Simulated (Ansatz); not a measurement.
KF (rocksalt), relaxed with r2SCAN, was run in the PAW code Ansatz under altered settings. All numbers are computed, without spin polarisation but where a row says otherwise.

```xyz
2
Lattice="0.0000 2.6590 2.6590 2.6590 0.0000 2.6590 2.6590 2.6590 0.0000" Properties=species:S:1:pos:R:3 pbc="T T T"
K     0.0000    0.0000    0.0000
F     2.6590    2.6590    2.6590
```

The base run's other keys:
```yaml
kpoints:
  mp_grid: { grid: [6, 6, 6] }
hamiltonian:
  xc: pbe
scf:
  occupations: { method: fixed }
  n_extra_bands: 4
```

It takes 7 iterations with 725 plane waves at 420 eV and 16 k points, and leaves a mean stress of +1.91 GPa. The gap over this mesh is 6.259 eV. It ran on 4 threads of Arm Neoverse N1, with other jobs on the host.

Outcomes, with energy and stress as changes against the base:
```csv
setting,outcome,ΔF (meV/atom),Δ mean stress (GPa),gap on the mesh (eV),iterations,wall time
basis.ecutwfc: 350,"converged, warned",+57,-0.02,6.255,6,0.51 s
scf.occupations: methfessel_paxton 0.001,converged,0.0,0.00,6.259,7,0.65 s
"kpoints.mp_grid.shift: [0, 0, 0.5]","converged, warned",0.0,0.00,6.484,7,0.77 s
basis.ecutrho_ratio: 8,converged,0.0,0.00,6.259,7,0.69 s
scf.mixing.ndim: 1,converged,0.0,0.00,6.259,11,0.72 s
scf.occupations: methfessel_paxton 0.5,converged,0.0,0.00,6.259,7,0.6 s
scf.occupations: cold 0.5,converged,0.0,0.00,6.259,7,0.61 s
scf.occupations: cold 0.001,converged,0.0,0.00,6.259,7,0.6 s
"kpoints.mp_grid.grid: [8, 8, 1]","converged, warned",+148,+1.92,6.174,7,0.68 s
basis.ecutwfc: 750,converged,-2.8,0.00,6.258,7,0.89 s
scf.occupations: tetrahedron,"converged, warned",0.0,–,6.259,7,0.64 s
scf.occupations: cold 0.2,converged,0.0,0.00,6.259,7,0.59 s
crystal.symmetry.detect: false,converged,0.0,0.00,6.259,7,2.3 s
scf.max_iter: 1,not converged,–,–,–,1,0.33 s
```
A dash marks a value that wasn't obtained or can't be compared. Stress is positive in compression. Its mean hides that meshes of lower symmetry stress the axes unequally. The base took 0.63 s.

- basis.ecutwfc: 350. 537 plane waves in place of 725. The free energy moves by +57 meV an atom, the mean stress by -0.02 GPa and the gap on the mesh by -0.004 eV (to 6.255). The basis is too small: these are errors of the cutoff. Warned: cutoff below recommended.
- kpoints.mp_grid.shift: [0, 0, 0.5]. The free energy moves by 0.0 meV an atom, the mean stress by 0.00 GPa and the gap on the mesh by +0.225 eV (to 6.484). The mesh breaks the crystal's symmetry, so the stress, and any force that symmetry no longer fixes, lose it too. The gap changes mostly because other points are sampled; a mesh that misses a band edge overestimates it. Warned: symmetry narrowed by mesh.
- kpoints.mp_grid.grid: [8, 8, 1]. The free energy moves by +148 meV an atom, the mean stress by +1.92 GPa (single components by up to 8.7) and the gap on the mesh by -0.085 eV (to 6.174). The mesh breaks the crystal's symmetry, so the stress, and any force that symmetry no longer fixes, lose it too. The mesh is too coarse. Warned: symmetry narrowed by mesh.
- basis.ecutwfc: 750. 1807 plane waves in place of 725. The free energy moves by -2.8 meV an atom, the mean stress by 0.00 GPa and the gap on the mesh by -0.001 eV (to 6.258). The base cutoff was converged to that degree.
- scf.occupations: tetrahedron. Energy, stress and gap stay within 1 meV an atom, 0.1 GPa and 0.005 eV of the base. Warned: band table not solved further, tetrahedron derivatives may miss energy slope.
- scf.max_iter: 1. The run did not converge. It stopped after 1 iteration; the base needs 7. Nothing that it printed is a property of the solid. Error: did not converge after 1 iteration: dr2 = 4.33e-5 (threshold 1.00e-7), under the density mixer `msr1`, which `scf.mixing.algorithm: auto` chose by the deck's other keys (type `scf.mixing.algorithm: msr1` to keep it) […]

Within 1 meV an atom, 0.1 GPa and 0.005 eV of the base stay: scf.occupations: methfessel_paxton 0.001; basis.ecutrho_ratio: 8; scf.mixing.ndim: 1; scf.occupations: methfessel_paxton 0.5; scf.occupations: cold 0.5; scf.occupations: cold 0.001; scf.occupations: tetrahedron; scf.occupations: cold 0.2; crystal.symmetry.detect: false.
